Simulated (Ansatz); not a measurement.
The start is a relaxed HfN cell, doubled along one cell vector, shaken by Gaussian noise of σ = 0.08 Å a coordinate. The structure is fully relaxed (lattice and positions, P = 0) with r2SCAN (plane waves to 500 eV, PAW, scalar-relativistic; Ansatz, a first-principles code). First-step values are on the input's coarse k-mesh.

Ansatz input (later rounds restart from its end on a renewed k-mesh):
Ansatz 0.2 input:
```yaml
crystal:
  lattice:
    - [6.3020271456, 0, 0]
    - [-1.5755067864, 2.7288578017, 0]
    - [0, 0, 5.60919099]
  atoms:
    - { symbol: Hf, position: [0.0044016695, 0.025808169, 0.479024744] }
    - { symbol: Hf, position: [0.4869402546, -0.0158295389, 0.4951074859] }
    - { symbol: Hf, position: [-0.0095370434, -0.024086346, -0.0120672377] }
    - { symbol: Hf, position: [0.51316281, -0.0522407479, 0.0013082777] }
    - { symbol: N, position: [0.165912428, 0.6262552721, 0.7532289806] }
    - { symbol: N, position: [0.6768069831, 0.7262137238, 0.7240951013] }
    - { symbol: N, position: [0.3322890319, 0.3178524719, 0.2581425394] }
    - { symbol: N, position: [0.8511155449, 0.3866108299, 0.2534663229] }
basis: { ecutwfc: 500, ecutrho_ratio: 4, xc_grid: 4, fft_grid_basis: typed }
kpoints: { mp_grid: { grid: [4, 8, 4] } }
hamiltonian:
  xc: r2scan
  dispersion: none
  pseudopotentials: { azcp: { folder: ./paw }, kind: paw }
scf: { occupations: { method: fermi_dirac, width: 0.05 } }
relax: { f_tol: 0.01, max_steps: 100, cell: { stress_tol: 0.02 } }
output: { forces: true, stress: true }
```

```json
{
 "initial_pressure": "+5 GPa (positive: the cell is compressed)",
 "largest_initial_force": "about 2.4 eV/Å, on N8 (atoms numbered as listed)",
 "energy_released": "0.11 eV/atom",
 "relative_to_the_parent": "It returns to the parent structure, P6₃/mmc (No. 194)",
 "band_gap_at_the_end": "zero (metallic)",
 "optimiser_moves": "6"
}
```

Final values are on a 17×17×9 k-mesh of the relaxed cell. No spin polarisation in the result.

The first start was generated by placing the elements on the sites of a structure type. Materials Project lists a structure of HfN in the same space group, P6₃/mmc (No. 194); the sites were not compared with it, nor with measured phases. Known forms of HfN include space group No. 225.
